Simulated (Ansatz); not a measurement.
Ti$_{2}$W$_{3}$ (I4/mmm)

Method: DFT PBE, scalar-relativistic, plane waves, PAW in Ansatz 0.2.0.

Plane waves to 420 eV, a k mesh through Γ of 16×16×16 on the computed 5-atom cell and Gaussian smearing (0.10 eV); no spin polarisation.

The structure is relaxed at this level of theory with its symmetry kept, and needn't be the ground state of this composition.

Space group I4/mmm (No. 139), tetragonal, a = 3.183 Å, c = 16.129 Å. Ti has 4 W at 2.72 Å, 4 Ti at 2.89 Å, 1 W at 3.13 Å, 4 Ti at 3.18 Å and 1 W at 3.35 Å; W on a site of symmetry 4/mmm is surrounded by 8 W at 2.76 Å, 2 Ti at 3.13 Å and 4 W at 3.18 Å; W on a site of symmetry 4mm has 4 Ti at 2.72 Å, 4 W at 2.76 Å, 5 W at 3.18 Å and 1 Ti at 3.35 Å.

```json
{
  "Volume per atom": "16.34 Å³",
  "Formation energy from the elements' standard states (uncorrected)": "+0.003 eV/atom",
  "Kohn–Sham band gap": "none (metal)",
  "Density of states at the Fermi level": "6.5 states/eV per cell",
  "Orbital (Löwdin) character within 0.5 eV of the Fermi level": "Ti 3d 52 %, W 5d 34 %, unprojected 7 %",
  "Bader charge by site (e)": "Ti (2 in the cell) 0.81, W (1 in the cell) -0.05, W (2 in the cell) -0.79"
}
```

Spin-orbit coupling is left out, which matters for the bands of heavy elements.

The cell was found from a structure generator's guess, not taken from experiment. Löwdin shares on free-atom orbitals overweight diffuse shells.
